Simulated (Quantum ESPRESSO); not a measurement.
## Ta2Mo4AuIn (one composition in several site orders)

Computed values, not a measurement. The program is pw.x of Quantum ESPRESSO 7.5 (plane-wave density functional theory). The cell is made up: eight metal atoms on a hexagonal close-packed lattice, with elements, volume, strain and displacements drawn at random and not relaxed, so it may be unstable or far from any real phase. PseudoDojo standard norm-conserving files set the functional (PBE unless stated); there is no spin polarisation or spin-orbit coupling, the Fermi-Dirac width of 0.25 eV means electrons at about 2900 K, and the masses in the input are unused placeholders. Heavy elements are run without spin-orbit coupling, which real alloys of them have. A spin test at this wide smearing found no moment, but such smearing suppresses magnetism that the real alloy may have.

The runs put one composition on the sites in different orders. Cell, positions, cutoff, mesh and smearing stay as in the input of run 1; sites are counted in its order. Stress in the tables is positive in tension.

Input of run 1:

```
&control calculation='scf', pseudo_dir='./dojo.nc.sr.pbe.v0_5.standard.upf', outdir='./o', disk_io='minimal', tprnfor=.true., tstress=.true. /
&system ibrav=0, nat=8, ntyp=4, nbnd=73, ecutwfc=79.96652505, nosym=.true., tot_charge=0,
 occupations='smearing', smearing='fd', degauss=0.0183746611
/
&electrons conv_thr=1.470e-08, electron_maxstep=70, mixing_beta=0.5 /
ATOMIC_SPECIES
Au 1.0 Au.upf
In 1.0 In.upf
Mo 1.0 Mo.upf
Ta 1.0 Ta.upf
CELL_PARAMETERS angstrom
4.3603 -2.5174 0.0
-2.9069 0.0 -4.7117
2.9069 5.0348 0.0
ATOMIC_POSITIONS angstrom
Ta -0.0275 0.0628 0.058
Mo 1.4296 2.4737 -0.0036
Au 0.0215 1.7139 -2.3193
In 1.4593 4.1917 -2.3681
Mo 2.8795 0.0396 0.0172
Ta 4.3315 2.5212 -0.0403
Mo 1.4257 -0.8653 -2.3792
Mo 2.9511 1.6851 -2.3892
K_POINTS automatic
5 5 4 1 1 1
```

| run | elements on sites 1 to 8 | free energy less that of run 1 (eV) | -TS (eV) | pressure (GPa) | stress xx (GPa) | stress yy (GPa) | stress zz (GPa) | stress yz (GPa) | stress xz (GPa) | stress xy (GPa) | iterations |
| --- | --- | --- | --- | --- | --- | --- | --- | --- | --- | --- | --- |
| 1 | Ta Mo Au In Mo Ta Mo Mo | 0.000 | -1.642 | 1.18 | -0.65 | 1.28 | -4.17 | -1.01 | -0.52 | 1.48 | 17 |
| 2 | Mo Ta Ta Mo Mo Mo In Au | -0.078 | -1.621 | 1.04 | -0.35 | 1.48 | -4.23 | 0.01 | -0.12 | 0.84 | 19 |
| 3 | Mo Ta Mo Ta In Mo Au Mo | -0.072 | -1.718 | 1.38 | 0.52 | -0.68 | -3.98 | 1.13 | 1.27 | -0.71 | 17 |
| 4 | Mo Ta Mo Mo Ta In Au Mo | -0.002 | -1.742 | 1.20 | -0.81 | -0.20 | -2.58 | -0.97 | -0.09 | -0.41 | 18 |
| 5 | Mo Ta Mo Mo Ta In Mo Au | 0.098 | -1.812 | 1.80 | -0.61 | -1.92 | -2.88 | 1.29 | 0.47 | -0.57 | 17 |
| 6 | Mo Mo In Au Mo Ta Ta Mo | -0.200 | -1.619 | 0.99 | -0.77 | 1.33 | -3.52 | 0.84 | 0.22 | 0.93 | 18 |

Forces Fx Fy Fz (eV/Å):

| site | run 1 | run 2 | run 3 | run 4 | run 5 | run 6 |
| --- | --- | --- | --- | --- | --- | --- |
| 1 | 0.17 0.01 -0.80 | 0.15 -0.90 -0.85 | -0.30 -1.29 -0.29 | 0.19 -0.37 -0.54 | 0.86 0.24 -0.39 | 0.11 -0.44 -0.22 |
| 2 | 0.28 0.21 0.31 | 0.56 0.77 -0.33 | 0.59 0.93 0.55 | 0.06 0.14 0.33 | -0.20 -0.03 0.40 | 0.47 0.35 -0.08 |
| 3 | -0.35 -0.19 -0.29 | 0.03 0.30 -0.30 | 0.14 0.71 -0.35 | 0.11 -0.12 -0.04 | -0.14 -0.48 -0.17 | -0.34 -0.04 -0.13 |
| 4 | 0.37 -0.05 0.34 | -0.49 0.01 -0.01 | -0.35 -0.32 0.09 | 0.00 -0.07 -0.02 | 0.09 0.44 -0.02 | 0.31 0.00 0.21 |
| 5 | 0.26 0.05 -0.42 | -0.06 -0.16 -0.06 | 0.12 -0.40 -0.60 | -0.73 -0.24 0.07 | -0.83 -0.39 -0.27 | -0.14 -0.33 -0.21 |
| 6 | -0.21 -0.40 0.41 | 0.52 -0.22 0.45 | -0.40 0.49 0.03 | 0.36 0.36 0.33 | 0.38 0.42 0.27 | 0.51 -0.04 0.34 |
| 7 | 0.17 0.53 0.04 | -0.21 0.38 0.99 | 0.09 0.40 0.62 | 0.16 0.75 0.25 | 0.47 0.27 -0.02 | -0.40 0.18 0.11 |
| 8 | -0.69 -0.16 0.41 | -0.51 -0.19 0.11 | 0.11 -0.53 -0.04 | -0.15 -0.45 -0.38 | -0.62 -0.47 0.22 | -0.52 0.33 -0.03 |

The sites are displaced and not relaxed, so the energy differences hold strain from misfit and are not ordering energies. A rerun of one cell of this series at a higher cutoff and on a denser mesh moved values by no more than 0.005 eV in energy, 0.04 GPa in stress and 0.007 eV/Å in force, and a second program with other atomic files agreed on that cell to 2 % rms in force and 0.5 GPa in pressure.